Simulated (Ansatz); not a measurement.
The relaxed structure here is a generated cell of CoSn: the first start was made by a random draw of sites in a space group, and the end was not matched to a known phase here, so it may be hypothetical. Known forms of CoSn include space group No. 191.

A relaxed structure of CoSn. Space group Fm-3m (No. 225), rock salt type. Calculation: PBE (plane waves to 420 eV, PAW, scalar-relativistic; Ansatz, a first-principles code).

```cif
data_Co4Sn4
_chemical_formula_sum 'Co4 Sn4'
_space_group_name_H-M_alt 'Fm-3m'
_space_group_IT_number 225
_space_group_name_Hall '-F 4 2 3'
_cell_length_a 5.18947
_cell_length_b 5.18947
_cell_length_c 5.18947
_cell_angle_alpha 90.000
_cell_angle_beta 90.000
_cell_angle_gamma 90.000
loop_
_atom_site_label
_atom_site_type_symbol
_atom_site_symmetry_multiplicity
_atom_site_Wyckoff_symbol
_atom_site_fract_x
_atom_site_fract_y
_atom_site_fract_z
_atom_site_occupancy
Co1 Co 4 b 0.50000 0.50000 0.50000 1
Sn1 Sn 4 a 0.00000 0.00000 0.00000 1
```
(The calculation used a cell of 2 atoms; values per cell refer to that cell.)

```yaml
volume_per_atom: 17.47 Å³
band_gap: no gap (metallic)
magnetic_moment: zero (the starting moments vanished)
shortest_distances: Co–Sn 2.59 Å
k-mesh: 15×15×15
```

No spin polarisation in the result: the starting moments vanished. A magnetic state may lie lower.

The run could not lose the symmetry of its start: the end is stationary, and may be a saddle point rather than a minimum.

All atoms sit on sites fixed by symmetry, so only the cell could relax.
